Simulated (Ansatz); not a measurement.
TaRu (rock salt, space group No. 225) at seven volumes, r²SCAN (plane waves, PAW; program Ansatz), scaled uniformly. One row is withheld.

```
V (Å³/atom)  P (GPa)
-----------  -------
15.710         24.77
16.228         15.15
16.746          6.97
17.263          0.00
17.781         -5.94
18.299             ?
18.817        -15.32
```

Q: Fit the shown pressures and predict the withheld one.

A: P = (3/2)B₀(x^(7/2) − x^(5/2))[1 + (3/4)(B′ − 4)(x − 1)] with x = (V₀/V)^(2/3). Least squares on the six rows gives V₀ = 17.264 Å³/atom, B₀ = 214 GPa, B′ = 4.32. At V = 18.299, x = 0.9619 and P = -10.99 GPa. The run itself gave -11.01 GPa.

Space group Fm-3m (rock salt). The start of the workflow was typed in or built on a structure type; neither database checked (COD, Materials Project) lists it. COD files the formula under space group No. 123, 221, so this cell is another polymorph or a model. Its standing as an ambient phase is unchecked. The r²SCAN relaxation kept the symmetry of its start. At this level the phase is mechanically unstable. No spin polarisation was allowed. Its formation energy is positive at this level, so the cell may be metastable or incomplete. Scalar-relativistic: spin–orbit coupling is off unless named, which matters more the heavier the elements.

Potentials: the earlier of the program's two PAW sets.
